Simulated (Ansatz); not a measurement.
A distorted cell of TaN (rock salt):

```yaml
crystal:
  lattice:
    - [0.00000, 2.29876, 2.29876]
    - [2.29876, 0.00000, 2.29876]
    - [2.29876, 2.29876, 0.00000]
  atoms:
    - { symbol: N, position: [0.00000, 0.00000, 0.00000] }
    - { symbol: Ta, position: [0.50000, 0.50000, 0.50000] }
```

These are PBEsol (plane waves to 420 eV, PAW, scalar-relativistic; Ansatz, a program for electronic structure) values and carry that method's errors. k mesh 18×18×18 (Γ-centred), Fermi-Dirac smearing 0.05 eV. Energies are smeared free energies. Compression counts positive. Spin-orbit coupling is left out, though Ta is heavy. TaN is run without spin polarisation. TaN was relaxed with its symmetry unable to fall. This is a high-temperature form of TaN.

Task: Give the stress tensor in GPa and the pressure.

Result: 
```
  -38.0      0.0      0.0
    0.0    -38.0      0.0
    0.0      0.0    -38.0
```
The pressure, a third of the trace, is -38.0 GPa.

Task: It is the relaxed cell scaled evenly to V/V₀ = 1.160, atoms relaxed where free. What is its energy relative to the relaxed cell?

Result: 228 meV/atom.

(Under strain, the slope of the energy per volume gives the stress and its curvature an elastic modulus.)
